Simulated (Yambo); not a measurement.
Absorption of CaC2 (space group I4/mmm, No. 139) with and without the electron-hole interaction (Yambo, PBEsol bands; 10×10×10 mesh, 4 valence and 3 conduction bands, static screening with 26 bands and a 4 Ry block, scissor 1.94 eV, Tamm-Dancoff; field along x). Axes are Cartesian, with cell vectors (Å) (-1.91, 1.91, 3.17), (1.91, -1.91, 3.17), (1.91, 1.91, -3.17).

```csv
E (eV),"Im ε, BSE","Im ε, independent quasiparticles"
2.66,0.06,0.03
2.77,0.07,0.04
2.87,0.07,0.04
2.97,0.08,0.04
3.07,0.09,0.04
3.17,0.10,0.05
3.27,0.12,0.05
3.37,0.14,0.05
3.47,0.17,0.06
3.57,0.21,0.06
3.67,0.29,0.07
3.77,0.45,0.08
3.87,0.73,0.09
3.97,0.91,0.11
4.07,0.85,0.14
4.17,0.94,0.21
4.27,0.98,0.28
4.37,0.99,0.32
4.47,0.91,0.36
4.58,1.02,0.39
4.68,1.25,0.48
4.78,1.22,0.49
4.88,1.10,0.53
4.98,1.16,0.65
5.08,1.40,0.70
5.18,1.75,0.61
5.28,2.13,0.54
5.38,2.17,0.58
5.48,2.45,0.71
5.58,3.45,0.94
5.68,4.40,1.03
5.78,4.31,0.97
5.88,3.89,1.10
5.98,3.81,1.38
6.08,4.20,1.64
6.18,5.10,1.82
6.28,5.83,2.03
6.39,4.95,2.43
6.49,4.18,2.78
6.59,4.05,2.93
6.69,3.64,3.27
6.79,3.10,3.47
6.89,2.56,3.60
6.99,2.47,3.91
7.09,2.46,4.10
7.19,2.48,3.96
7.29,2.24,3.69
7.39,2.22,3.74
7.49,2.17,3.76
7.59,2.27,3.50
7.69,2.26,3.31
7.79,2.22,3.17
7.89,1.85,3.10
7.99,1.71,3.18
8.09,1.58,3.31
```

The scissor comes from a G0W0 run whose convergence isn't established. Broadening 0.15 eV. The band window holds all transitions up to 8.1 eV. Fine structure above the onset can come from the mesh.

Geometry relaxed with PBEsol; primitive cell a = 4.164 Å, b = 4.164 Å, c = 4.164 Å, α = 125.39°, β = 125.39°, γ = 80.89°.

The structure is a Materials Project entry; no match was found in the copy of COD used, and its stability was not checked.
